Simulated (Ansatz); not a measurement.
Ansatz input

```yaml
crystal:
  lattice:
    - [-1.9499513426, 1.9499513426, 1.9499513426]
    - [1.9499513426, -1.9499513426, 1.9499513426]
    - [1.9499513426, 1.9499513426, -1.9499513426]
  atoms:
    - { symbol: Te, position: [0.0, 0.0, 0.0] }
hamiltonian:
  xc: r2scan
  pseudopotentials:
    kind: paw
    azcp:
      Te: "pseudopotentials/Te.paw.azcp"
basis:
  ecutwfc: 500
  fft_grid_basis: typed
kpoints:
  mp_grid: { grid: [13, 13, 13], shift: [0, 0, 0] }
magnetization:
  spin_polarized: false
scf:
  occupations: { method: fermi_dirac, width: 0.1 }
  lower_state_search: "off"
output:
  stress: true
```

Output

```
Engine: ansatz 0.2.0, x86_64-unknown-linux-gnu
Pseudopotentials: kind: paw
Pseudopotential: Te, paw, valence charge 16, recommended cutoff 500 eV (meta_gga) 
Functional definition: r2SCAN
  parameter k0 = 0.174
  parameter k1 = 0.065
  parameter a1 = 4.9479
  exchange = r2scan_x(k0 = k0, k1 = k1, a1 = a1)
  correlation = r2scan_c
Crystal: 1 atoms, lattice volume = 29.657 Å³
Basis set: ecut = 500 eV, 767 PW (Γ), exchange–correlation on 100×100×100 points (64 copies of the dense FFT grid, shifted against one another)
Bands: 12, of which v1, the nominal top of the filled ones, is band 8 counted from 1 (7 counted from 0)
Symmetry: 48 space group operations
Space group: Im-3m (ITA 229), of the structure as read, at distance tolerance 3.1e-5 Å
k-points: 84 of 2197
Non-local potential: Te, projectors of the file, l = 0: 2, l = 1: 2, l = 2: 2, l = 3: 2
PAW form: soft (Blöchl's): semilocal exchange-correlation on the pseudo side does not see the compensation charge
PAW frozen core: Te, regenerated for the run's functional (the file was generated under x = pbe(κ = 0.804, μ = 0.2195149727645171), c = pbe(β = 0.06672455060314922))
PAW one-centre angular grid: Te, 590 points (default); XC on 160 Gauss nodes
Initial density: superposition of atomic densities (neutral atoms: chi_scale 0, normalization atom), corrected by the library's trained network
Initial wavefunctions: pseudopotential atomic-orbital guess
Functional: x = r2scan, c = r2scan; τ floored in thin density (d = 2e-4 eV/Å³)
SCF iter   1: F=-6994.433695 eV  HF=-6994.425184 eV  |F-HF|=8.51e-3  |Δ(HF+E_count)|=         —  Δρ=2.49e-3  dr2=9.95e-4  dr2_τ=2.16e-4  ethr=1.77e-3  ⟨swp⟩=5.1  Hψ=6663  notcnv=0
SCF iter   2: F=-6994.433689 eV  HF=-6994.433009 eV  |F-HF|=6.79e-4  |Δ(HF+E_count)|=   7.83e-3  Δρ=1.83e-3  dr2=6.00e-4  dr2_τ=1.57e-5  ethr=6.22e-6  ⟨swp⟩=2.0  Hψ=2556  notcnv=0  defer=1
SCF iter   3: F=-6994.433776 eV  HF=-6994.433795 eV  |F-HF|=1.85e-5  |Δ(HF+E_count)|=   7.85e-4  Δρ=2.46e-4  dr2=2.61e-5  dr2_τ=2.24e-6  ethr=3.75e-6  ⟨swp⟩=2.2  Hψ=1929  notcnv=0  defer=1
SCF iter   4: F=-6994.433790 eV  HF=-6994.433787 eV  |F-HF|=2.79e-6  |Δ(HF+E_count)|=   7.90e-6  Δρ=1.23e-4  dr2=5.34e-6  dr2_τ=7.74e-8  ethr=1.63e-7  ⟨swp⟩=2.0  Hψ=1681  notcnv=0  defer=1
SCF iter   5: F=-6994.433790 eV  HF=-6994.433789 eV  |F-HF|=4.29e-7  |Δ(HF+E_count)|=   2.68e-6  Δρ=5.47e-5  dr2=9.34e-7  dr2_τ=2.02e-8  ethr=3.34e-8  ⟨swp⟩=2.0  Hψ=1233  notcnv=0  defer=1
SCF iter   6: F=-6994.433790 eV  HF=-6994.433790 eV  |F-HF|=2.94e-9  |Δ(HF+E_count)|=   5.87e-7  Δρ=4.73e-6  dr2=7.25e-9  dr2_τ=2.51e-10  ethr=6.25e-10  ⟨swp⟩=3.0  Hψ=3978  notcnv=0
SCF 1 converged in 6 iterations: F = -6994.433790 eV  dr2 = 7.25e-9
SCF converged after 6 iterations
Free energy (F): -6994.433790 eV
Harris-Foulkes:  -6994.433790 eV  (|F-HF|=2.94e-9)
Internal energy: -6994.411695 eV  (E = F + TS)
E sigma→0 (E₀):  -6994.422743 eV
Entropy (-TS):   -0.022095 eV (-22.095 meV/atom)
Fermi energy:    10.410569 eV
--- Per-component energies (eV) ---
  E_band       = -248.468096
  E_kinetic    = 179.226792
  E_local      = -1063.168848  (includes V_loc(G=0)·N_el)
  E_nonlocal   = -310.742830
  E_hartree    = 720.498968
  E_xc         = -114.527440
  E_vxc        = -110.887232  (∫ρ·V_xc dr)
  E_paw        = -4686.024870  (= ΣΔE_a)
  E_vpaw       = -390.711008  (= ΣTr[D̂ρ^β])
  E_aug_tail   = -0.000034  (compensation charges beyond the density's cutoff)
  E_vtau       = 6.820590  (kinetic-family band-sum trace: ∫τ·v_τ [+ j·A + Jᵃ·Aᵃ] dr)
  E_ewald      = -1719.958289
  E_core_change = 0.284855  (= ΣΔE_core)
  E_smearing   = -0.022095  (= −TS)
  E_closure    = 0.000000  (closes the sum)
  Σ components = -6994.433790   (vs F -6994.433790, Δ=0.00e0)
--- Stress (GPa, compression-positive) ---
       -2.001085       0.000000      -0.000000
        0.000000      -2.001085      -0.000000
        0.000000       0.000000      -2.001085
  P = ⅓ Tr σ = -2.0011 GPa (-20.011 kbar)
```

Command:

```sh
ansatz run input.yaml --threads 1 --pin off --max-ram 3584MiB --backend cpu --events-out ev --progress --plain --runs-dir out
```

On 1 thread of Intel(R) Xeon(R) Platinum 8259CL CPU @ 2.50GHz (Skylake/Cascade Lake) (shared host) this took about 6.2 s of wall time and 6.1 s of CPU time.
